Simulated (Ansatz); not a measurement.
SiC:
```cif
data_C8Si8
_chemical_formula_sum 'Si8 C8'
_space_group_name_H-M_alt 'P63mc'
_space_group_IT_number 186
_space_group_name_Hall 'P 6c -2c'
_cell_length_a 3.07896
_cell_length_b 3.07896
_cell_length_c 20.13704
_cell_angle_alpha 90.000
_cell_angle_beta 90.000
_cell_angle_gamma 120.000
loop_
_atom_site_label
_atom_site_type_symbol
_atom_site_symmetry_multiplicity
_atom_site_Wyckoff_symbol
_atom_site_fract_x
_atom_site_fract_y
_atom_site_fract_z
_atom_site_occupancy
Si1 Si 2 b 0.66667 0.33333 0.37519 1
Si2 Si 2 b 0.66667 0.33333 0.12499 1
Si3 Si 2 a 0.00000 0.00000 0.00009 1
Si4 Si 2 b 0.33333 0.66667 0.25011 1
C1 C 2 b 0.33333 0.66667 0.34412 1
C2 C 2 b 0.66667 0.33333 0.21872 1
C3 C 2 a 0.00000 0.00000 0.09386 1
C4 C 2 b 0.66667 0.33333 0.46892 1
```

Relaxed with plane-wave PAW r²SCAN (Ansatz code). Indices refer to the conventional cell of P6_3mc, a = 3.079 Å, b = 3.079 Å, c = 20.137 Å, α = 90.00°, β = 90.00°, γ = 120.00°.

**Question.** Simulate the powder diffraction pattern (Co Kα, λ = 1.79026 Å; lines above 1 %) up to 2θ = 90°.

**Answer.** Simulated powder pattern, Co Kα, λ = 1.79026 Å (kinematic, ideal powder, no thermal factors, no anomalous dispersion; the 30 strongest lines at most, above 1 %, up to 2θ = 90°):

```json
[
 {"2θ (°)": "39.23", "d (Å)": "2.666", "I/Imax (%)": "6.9", "hkl": "(1 0 -1 0)"},
 {"2θ (°)": "39.59", "d (Å)": "2.643", "I/Imax (%)": "6.4", "hkl": "(1 0 -1 1)"},
 {"2θ (°)": "40.64", "d (Å)": "2.578", "I/Imax (%)": "83", "hkl": "(1 0 -1 2)"},
 {"2θ (°)": "41.66", "d (Å)": "2.517", "I/Imax (%)": "73", "hkl": "(0008)"},
 {"2θ (°)": "42.35", "d (Å)": "2.478", "I/Imax (%)": "100", "hkl": "(1 0 -1 3)"},
 {"2θ (°)": "44.65", "d (Å)": "2.356", "I/Imax (%)": "28", "hkl": "(1 0 -1 4)"},
 {"2θ (°)": "47.48", "d (Å)": "2.223", "I/Imax (%)": "31", "hkl": "(1 0 -1 5)"},
 {"2θ (°)": "50.78", "d (Å)": "2.088", "I/Imax (%)": "15", "hkl": "(1 0 -1 6)"},
 {"2θ (°)": "54.48", "d (Å)": "1.956", "I/Imax (%)": "1.0", "hkl": "(1 0 -1 7)"},
 {"2θ (°)": "58.55", "d (Å)": "1.830", "I/Imax (%)": "2.4", "hkl": "(1 0 -1 8)"},
 {"2θ (°)": "62.97", "d (Å)": "1.714", "I/Imax (%)": "1.2", "hkl": "(1 0 -1 9)"},
 {"2θ (°)": "67.70", "d (Å)": "1.607", "I/Imax (%)": "21", "hkl": "(1 0 -1 10)"},
 {"2θ (°)": "71.11", "d (Å)": "1.539", "I/Imax (%)": "66", "hkl": "(1 1 -2 0)"},
 {"2θ (°)": "72.76", "d (Å)": "1.509", "I/Imax (%)": "34", "hkl": "(1 0 -1 11)"},
 {"2θ (°)": "78.14", "d (Å)": "1.420", "I/Imax (%)": "13", "hkl": "(1 0 -1 12)"},
 {"2θ (°)": "83.87", "d (Å)": "1.339", "I/Imax (%)": "17", "hkl": "(1 0 -1 13)"},
 {"2θ (°)": "85.26", "d (Å)": "1.322", "I/Imax (%)": "9.2", "hkl": "(2 0 -2 2)"},
 {"2θ (°)": "85.93", "d (Å)": "1.313", "I/Imax (%)": "54", "hkl": "(1 1 -2 8)"},
 {"2θ (°)": "86.40", "d (Å)": "1.308", "I/Imax (%)": "13", "hkl": "(2 0 -2 3)"},
 {"2θ (°)": "87.98", "d (Å)": "1.289", "I/Imax (%)": "4.7", "hkl": "(2 0 -2 4)"},
 {"2θ (°)": "90.00", "d (Å)": "1.266", "I/Imax (%)": "5.7", "hkl": "(1 0 -1 14)"}
]
```

The workflow started from a Materials Project entry (that database holds measured and hypothetical structures alike). Its sites differ from those of the usual phase in this space group: another stacking or structure type. Symmetry was held in the r²SCAN relaxation; whether a distortion lowers the energy is not shown.

Potentials: the later of the program's two PAW sets.
